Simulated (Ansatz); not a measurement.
**Relaxing a structure of TaAs**

The start is a generated cell, TaAs placed in the FeSi structure type. A full variable-cell relaxation at zero pressure is run with PBE (plane waves to 420 eV, PAW, scalar-relativistic; Ansatz, an electronic-structure program). First-step values are on the input's coarse k-mesh.

Ansatz input (later rounds restart from its end on a renewed k-mesh):
Ansatz 0.2 input:
```yaml
crystal:
  lattice:
    - [5.014883, 0, 0]
    - [0, 5.014883, 0]
    - [0, 0, 5.014883]
  atoms:
    - { symbol: Ta, position: [0.13652, 0.13652, 0.13652] }
    - { symbol: Ta, position: [0.63652, 0.36348, 0.86348] }
    - { symbol: Ta, position: [0.86348, 0.63652, 0.36348] }
    - { symbol: Ta, position: [0.36348, 0.86348, 0.63652] }
    - { symbol: As, position: [0.8424, 0.8424, 0.8424] }
    - { symbol: As, position: [0.3424, 0.6576, 0.1576] }
    - { symbol: As, position: [0.1576, 0.3424, 0.6576] }
    - { symbol: As, position: [0.6576, 0.1576, 0.3424] }
basis: { ecutwfc: 420, ecutrho_ratio: 4, xc_grid: 2, fft_grid_basis: typed }
kpoints: { mp_grid: { grid: [5, 5, 5] } }
hamiltonian:
  xc: pbe
  dispersion: none
  pseudopotentials: { kind: paw }
scf: { occupations: { method: fermi_dirac, width: 0.05 } }
relax: { f_tol: 0.01, max_steps: 100, cell: { stress_tol: 0.02 } }
output: { forces: true, stress: true }
```

### Question
How large is the pressure on the unrelaxed cell, and of which sign?

### Answer
+15 GPa (positive: the cell is compressed).

### Question
What is the largest force in the starting geometry, and on which atom (counted from 1)?

### Answer
About 0.5 eV/Å, on Ta1, Ta2, Ta3, Ta4 (atoms numbered as listed).

### Question
By how much does the energy per atom fall from start to end?

### Answer
0.05 eV/atom.

### Question
How does the volume per atom move from start to end?

### Answer
+7.1 %, from 15.76 to 16.89 Å³/atom.

### Question
How do the shortest distances between atoms change?

### Answer
The closest pairs of elements (up to four, under 3.6 Å), start → end: As–Ta 2.55 → 2.61 Å; Ta–Ta 3.08 → 3.15 Å; As–As 3.11 → 3.17 Å.

### Question
Is the relaxed structure metallic? Give its gap.

### Answer
Zero (metallic).

### Question
Write out the relaxed structure.

### Answer

```cif
data_As4Ta4
_chemical_formula_sum 'Ta4 As4'
_space_group_name_H-M_alt 'P213'
_space_group_IT_number 198
_space_group_name_Hall 'P 2ac 2ab 3'
_cell_length_a 5.13108
_cell_length_b 5.13108
_cell_length_c 5.13108
_cell_angle_alpha 90.000
_cell_angle_beta 90.000
_cell_angle_gamma 90.000
loop_
_atom_site_label
_atom_site_type_symbol
_atom_site_symmetry_multiplicity
_atom_site_Wyckoff_symbol
_atom_site_fract_x
_atom_site_fract_y
_atom_site_fract_z
_atom_site_occupancy
Ta1 Ta 4 a 0.13883 0.13883 0.13883 1
As1 As 4 a 0.84484 0.84484 0.84484 1
```

The space group stays P2₁3 (No. 198) (the run could not lower it); the end is AFLOW prototype AB_cP8_198_a_a (B20, as in FeSi), with 8 atoms in the primitive cell. Final values are on a 9×9×9 k-mesh of the relaxed cell. No spin polarisation in the result.

The run could not lose the symmetry of its start; a randomly shaken copy of 8 atoms returns to this structure.

The relaxed structure here is a generated cell of TaAs: the first start was made by placing the elements on the sites of a structure type, and the end was not matched to a known phase here, so it may be hypothetical. Known forms of TaAs include space group No. 109.
